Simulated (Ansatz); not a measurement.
Nb$_{2}$PC in space group P6_3/mmc (No. 194; Nb on 4f, P on 2d, C on 2a) at seven volumes, r²SCAN (plane waves, PAW; program Ansatz), shape and atoms relaxed at each. One row is withheld.

| V (Å³/atom) | P (GPa) |
|---|---|
| 12.428 | 26.49 |
| 12.838 | 16.21 |
| 13.247 | 7.46 |
| 13.657 | 0.00 |
| 14.067 | -6.41 |
| 14.477 | ? |
| 14.886 | -16.51 |

Problem. Fit the shown pressures and predict the withheld one.

Solution. Third-order Birch–Murnaghan: P = (3/2)B₀(x^(7/2) − x^(5/2))[1 + (3/4)(B′ − 4)(x − 1)] with x = (V₀/V)^(2/3). Least squares on the six rows gives V₀ = 13.656 Å³/atom, B₀ = 230.0 GPa, B′ = 4.25. At V = 14.477, x = 0.9618 and P = -11.86 GPa. The run itself gave -11.87 GPa.

The workflow started from a Materials Project entry (that database holds measured and hypothetical structures alike); the Crystallography Open Database copy checked does not list it. Its standing as an ambient phase is unchecked. The cell was relaxed with r²SCAN under the symmetry of its start; its stability against distortions is not shown here. The run is not spin-polarised.

Potentials: the later of the program's two PAW sets.
